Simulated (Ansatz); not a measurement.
Ba₂As:
```yaml
crystal:
  lattice:
    - [-2.40706, 2.40706, 8.83072]
    - [2.40706, -2.40706, 8.83072]
    - [2.40706, 2.40706, -8.83072]
  atoms:
    - { symbol: Ba, position: [0.50000, 0.00000, 0.50000] }
    - { symbol: Ba, position: [0.00000, 0.50000, 0.50000] }
    - { symbol: Ba, position: [0.31489, 0.31489, 0.00000] }
    - { symbol: Ba, position: [0.68511, 0.68511, 0.00000] }
    - { symbol: As, position: [0.13198, 0.13198, 0.00000] }
    - { symbol: As, position: [0.86802, 0.86802, 0.00000] }
```

This is the LDA-relaxed structure.

All from plane-wave PAW LDA (Ansatz code), unless another level is named. Predict the electronic character.

metallic (no gap).

Next, the density of states at the Fermi level?

0.53 states/eV per atom (mean over ±0.08 eV).

Give the formation energy from the elements (no fitted shifts).

-0.92 eV/atom.

Space group I4/mmm. The workflow started from an entry of the Crystallography Open Database (COD). Whether it is the stable phase at ambient conditions was not checked. Symmetry was held in the LDA relaxation; its stability against distortions is not shown here. The references are the lowest solids computed at this level, not always the standard phases. Spin–orbit coupling is left out wherever it is not named.

Potentials: the later of the program's two PAW sets.
